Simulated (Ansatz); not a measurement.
Question: Name crystals whose computed values (r²SCAN in the plane-wave PAW code Ansatz) fall in these windows: HSE06 gap (eV) 0.49 to 0.63; gap (eV) 0.27 to 0.35; B₀ by P(V) fit (GPa) 56 to 70.

Answer: 

| crystal | HSE06 gap (eV) | gap (eV) | B₀ by P(V) fit (GPa) |
|---|---|---|---|
| Ca3SiO, Imma (Ca on 4e, Ca on 8g, Si on 4e, O on 4b) | 0.58 | 0.29 | 64.9 |
Others may fit too.

Standing as an ambient phase not checked: Ca3SiO, Imma (Ca on 4e, Ca on 8g, Si on 4e, O on 4b). The cell was relaxed under the symmetry of its start.

Potentials: the later of the program's two PAW sets.
